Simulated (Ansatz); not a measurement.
A crystal relaxed with r2SCAN in the PAW code Ansatz has space group Cm (No. 8) and a = 11.236 Å, b = 3.349 Å, c = 5.926 Å, β = 99.4°.

```tsv
atom	site	x	y	z
Xx	2a	0.0065	0.0000	0.0128
Xx	2a	0.4955	0.0000	0.4894
Xx	2a	0.2483	0.5000	0.2506
Al	2a	0.2520	0.0000	0.7507
P	2a	0.4596	0.0000	0.8214
P	2a	0.4306	0.5000	0.3118
P	2a	0.1847	0.0000	0.0907
P	2a	0.1728	0.5000	0.5226
```

r2SCAN gives an indirect gap of 0.72 eV, from Γ to k = (0.138, -0.427, 0.432); the least direct gap is 1.07 eV at k = (3/8, 3/8, -1/4). HSE06 gives an indirect gap of 1.21 eV, from Γ to k = (0.138, -0.427, 0.432); the least direct gap is 1.59 eV at k = (3/8, 3/8, -1/4). Meshes: r2SCAN 8×8×4, HSE06 4×4×4.

Problem. Which element is Xx?
A. Ga
B. In
C. Tl
D. B

Solution. D. Xx is B: an ordered 8-atom cell of AlB₃P₄ on the zincblende lattice (Cm). B is surrounded by 4 P at 1.98–2.09 Å; B is surrounded by 4 P at 1.97–2.07 Å; B is surrounded by 4 P at 1.94–2.02 Å; Al is surrounded by 4 P at 2.24–2.30 Å; P is surrounded by 3 B at 2.04–2.07 Å and 1 Al at 2.30 Å; P is surrounded by 4 B at 2.02–2.09 Å; P is surrounded by 3 B at 1.98–2.00 Å and 1 Al at 2.27 Å; P is surrounded by 2 B at 1.94–1.97 Å and 2 Al at 2.24 Å.

The calculation is spin-unpolarised, and the structure need not be a phase that has been made.

Where an edge lies off the special points, it is a point of the mesh or the k point where a search put PBE's edge or least direct gap, reused for the other functionals, whose own edges may lie a little apart.

Coordinates of k points refer to the reciprocal vectors of the primitive cell of the runs.

The meshes of the hybrids are coarse, so their gaps aren't converged to the digits shown.
